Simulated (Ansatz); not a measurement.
## Hf: 20 steps of 1.5 fs from 800 K

Level of theory: Ansatz 0.2.0, DFT, PBE, all-electron LAPW, scalar-relativistic.

Command: `ansatz run input.yaml --threads 2 --pin off --max-ram 4096MiB --backend cpu --events-out ev --progress --plain --runs-dir out` The run took 20 min on 2 threads of Arm Neoverse V1, with other jobs on the host, peak memory 0.86 GiB.

```yaml
crystal:
  lattice:
    - [6.3934, 0.0, 0.0]
    - [-1.59835, 2.7684234083, 0.0]
    - [0.0, 0.0, 5.0578]
  atoms:
    - { symbol: Hf, position: [0.1666666666, 0.6666666667, 0.25] }
    - { symbol: Hf, position: [0.6666666666, 0.6666666667, 0.25] }
    - { symbol: Hf, position: [0.3333333334, 0.3333333333, 0.75] }
    - { symbol: Hf, position: [0.8333333334, 0.3333333333, 0.75] }
kpoints:
  mp_grid: { grid: [4, 7, 4] }
scf:
  occupations: { method: fermi_dirac, width: 0.08 }
hamiltonian:
  xc: pbe
  pseudopotentials: { kind: all_electron, lapw: { basis_error: 0.001 } }
output:
  forces: true
  stress: true
md:
  timestep: 1.5
  n_steps: 20
  ensemble: nve
  temperature: 800
  initial_velocities: maxwell_boltzmann
  seed: 270631
```

Spin–orbit coupling is left out, though it moves levels of the heavy atoms by tenths of an eV or more.

The geometry is COD entry 9008501, unchecked; take it as a test cell.

Each frame lists Cartesian positions (Å) and forces (eV/Å). Free energies count from the first step, -1641001.0246 eV.

Step 0 (t = 0.0 fs): E = 0.0 meV, T = 800 K, conserved energy 0.0 meV

```
Hf    0.0000    1.8456    1.2645    -0.002  -0.017   0.000
Hf    3.1967    1.8456    1.2645    -0.002  -0.017   0.000
Hf    1.5983    0.9228    3.7934     0.002   0.017   0.000
Hf    4.7950    0.9228    3.7934     0.002   0.017   0.000
```

Step 1 (t = 1.5 fs): E = +0.3 meV, T = 799 K, conserved energy 0.0 meV

```
Hf    0.0017    1.8427    1.2643     0.006   0.009   0.005
Hf    3.2008    1.8492    1.2634    -0.030  -0.046   0.005
Hf    1.5975    0.9240    3.7950    -0.008  -0.004  -0.010
Hf    4.7900    0.9210    3.7929     0.032   0.041   0.000
```

Step 2 (t = 3.0 fs): E = +1.1 meV, T = 797 K, conserved energy 0.0 meV

```
Hf    0.0035    1.8398    1.2642     0.014   0.034   0.010
Hf    3.2048    1.8528    1.2623    -0.058  -0.074   0.009
Hf    1.5967    0.9251    3.7967    -0.019  -0.025  -0.020
Hf    4.7850    0.9192    3.7924     0.063   0.065   0.001
```

Step 3 (t = 4.5 fs): E = +2.4 meV, T = 794 K, conserved energy 0.0 meV

```
Hf    0.0052    1.8369    1.2641     0.023   0.061   0.015
Hf    3.2089    1.8563    1.2612    -0.086  -0.103   0.014
Hf    1.5959    0.9262    3.7983    -0.029  -0.046  -0.030
Hf    4.7800    0.9174    3.7920     0.093   0.088   0.001
```

Step 4 (t = 6.0 fs): E = +4.3 meV, T = 789 K, conserved energy 0.0 meV

```
Hf    0.0070    1.8340    1.2639     0.031   0.087   0.020
Hf    3.2130    1.8599    1.2601    -0.114  -0.131   0.019
Hf    1.5951    0.9274    3.8000    -0.040  -0.068  -0.040
Hf    4.7751    0.9156    3.7915     0.123   0.112   0.001
```

Step 5 (t = 7.5 fs): E = +6.6 meV, T = 783 K, conserved energy 0.0 meV

```
Hf    0.0087    1.8311    1.2638     0.038   0.113   0.025
Hf    3.2170    1.8634    1.2590    -0.141  -0.160   0.023
Hf    1.5943    0.9285    3.8017    -0.050  -0.089  -0.049
Hf    4.7701    0.9138    3.7911     0.153   0.136   0.001
```

Step 6 (t = 9.0 fs): E = +9.4 meV, T = 776 K, conserved energy 0.0 meV

```
Hf    0.0105    1.8282    1.2637     0.046   0.140   0.030
Hf    3.2210    1.8670    1.2580    -0.169  -0.188   0.028
Hf    1.5935    0.9296    3.8033    -0.060  -0.111  -0.058
Hf    4.7651    0.9120    3.7906     0.183   0.160   0.001
```

Step 7 (t = 10.5 fs): E = +12.7 meV, T = 767 K, conserved energy 0.0 meV

```
Hf    0.0122    1.8254    1.2636     0.053   0.166   0.034
Hf    3.2250    1.8705    1.2569    -0.196  -0.217   0.032
Hf    1.5926    0.9307    3.8050    -0.070  -0.133  -0.067
Hf    4.7602    0.9103    3.7902     0.213   0.183   0.001
```

Step 8 (t = 12.0 fs): E = +16.4 meV, T = 758 K, conserved energy 0.0 meV

```
Hf    0.0140    1.8226    1.2634     0.060   0.193   0.039
Hf    3.2290    1.8739    1.2558    -0.223  -0.245   0.037
Hf    1.5918    0.9318    3.8066    -0.079  -0.154  -0.076
Hf    4.7553    0.9085    3.7897     0.242   0.206   0.001
```

Step 9 (t = 13.5 fs): E = +20.6 meV, T = 747 K, conserved energy 0.0 meV

```
Hf    0.0158    1.8197    1.2633     0.066   0.219   0.043
Hf    3.2330    1.8774    1.2548    -0.250  -0.272   0.041
Hf    1.5909    0.9329    3.8082    -0.089  -0.176  -0.085
Hf    4.7504    0.9069    3.7893     0.272   0.229   0.000
```

Step 10 (t = 15.0 fs): E = +25.2 meV, T = 735 K, conserved energy 0.0 meV

```
Hf    0.0176    1.8170    1.2632     0.073   0.245   0.048
Hf    3.2369    1.8808    1.2537    -0.276  -0.300   0.045
Hf    1.5901    0.9339    3.8098    -0.098  -0.197  -0.093
Hf    4.7456    0.9052    3.7888     0.301   0.252   0.000
```

Step 11 (t = 16.5 fs): E = +30.3 meV, T = 722 K, conserved energy 0.0 meV

```
Hf    0.0194    1.8142    1.2631     0.078   0.272   0.052
Hf    3.2408    1.8841    1.2527    -0.301  -0.327   0.049
Hf    1.5892    0.9350    3.8114    -0.106  -0.218  -0.101
Hf    4.7408    0.9035    3.7884     0.329   0.274   0.000
```

Step 12 (t = 18.0 fs): E = +35.7 meV, T = 708 K, conserved energy 0.0 meV

```
Hf    0.0212    1.8115    1.2630     0.084   0.298   0.056
Hf    3.2446    1.8875    1.2516    -0.326  -0.354   0.053
Hf    1.5883    0.9359    3.8130    -0.115  -0.240  -0.108
Hf    4.7360    0.9019    3.7879     0.357   0.296  -0.001
```

Step 13 (t = 19.5 fs): E = +41.4 meV, T = 693 K, conserved energy 0.0 meV

```
Hf    0.0230    1.8088    1.2629     0.088   0.324   0.060
Hf    3.2484    1.8908    1.2506    -0.350  -0.380   0.057
Hf    1.5874    0.9369    3.8146    -0.122  -0.260  -0.116
Hf    4.7313    0.9004    3.7875     0.384   0.317  -0.001
```

Step 14 (t = 21.0 fs): E = +47.6 meV, T = 677 K, conserved energy 0.0 meV

```
Hf    0.0248    1.8062    1.2629     0.093   0.349   0.064
Hf    3.2522    1.8940    1.2495    -0.374  -0.406   0.061
Hf    1.5865    0.9379    3.8162    -0.130  -0.281  -0.123
Hf    4.7266    0.8988    3.7870     0.411   0.337  -0.002
```

Step 15 (t = 22.5 fs): E = +54.0 meV, T = 661 K, conserved energy 0.0 meV

```
Hf    0.0266    1.8036    1.2628     0.097   0.375   0.068
Hf    3.2559    1.8972    1.2485    -0.397  -0.431   0.064
Hf    1.5855    0.9388    3.8177    -0.137  -0.301  -0.130
Hf    4.7220    0.8973    3.7866     0.437   0.357  -0.002
```

Step 16 (t = 24.0 fs): E = +60.7 meV, T = 644 K, conserved energy 0.0 meV

```
Hf    0.0285    1.8010    1.2627     0.100   0.400   0.071
Hf    3.2596    1.9003    1.2475    -0.419  -0.456   0.068
Hf    1.5846    0.9396    3.8193    -0.143  -0.321  -0.137
Hf    4.7174    0.8959    3.7861     0.462   0.377  -0.003
```

Step 17 (t = 25.5 fs): E = +67.6 meV, T = 626 K, conserved energy 0.0 meV

```
Hf    0.0303    1.7985    1.2627     0.103   0.424   0.075
Hf    3.2632    1.9034    1.2465    -0.440  -0.480   0.071
Hf    1.5836    0.9404    3.8208    -0.150  -0.340  -0.143
Hf    4.7129    0.8945    3.7857     0.487   0.395  -0.003
```

Step 18 (t = 27.0 fs): E = +74.8 meV, T = 607 K, conserved energy 0.0 meV

```
Hf    0.0322    1.7960    1.2626     0.105   0.449   0.078
Hf    3.2668    1.9065    1.2455    -0.460  -0.503   0.075
Hf    1.5826    0.9412    3.8223    -0.155  -0.359  -0.149
Hf    4.7085    0.8931    3.7852     0.510   0.413  -0.004
```

Step 19 (t = 28.5 fs): E = +82.1 meV, T = 588 K, conserved energy 0.0 meV

```
Hf    0.0341    1.7936    1.2626     0.107   0.472   0.082
Hf    3.2703    1.9094    1.2445    -0.480  -0.526   0.078
Hf    1.5816    0.9420    3.8238    -0.160  -0.377  -0.156
Hf    4.7041    0.8918    3.7848     0.533   0.430  -0.004
```

Step 20 (t = 30.0 fs): E = +89.6 meV, T = 569 K, conserved energy 0.0 meV

```
Hf    0.0360    1.7913    1.2626     0.109   0.496   0.085
Hf    3.2738    1.9123    1.2435    -0.498  -0.547   0.081
Hf    1.5806    0.9427    3.8252    -0.165  -0.395  -0.161
Hf    4.6998    0.8906    3.7843     0.555   0.447  -0.005
```

What is the mean temperature over the last 11 frames?

657 K; so short a run of so small a cell isn't equilibrated.
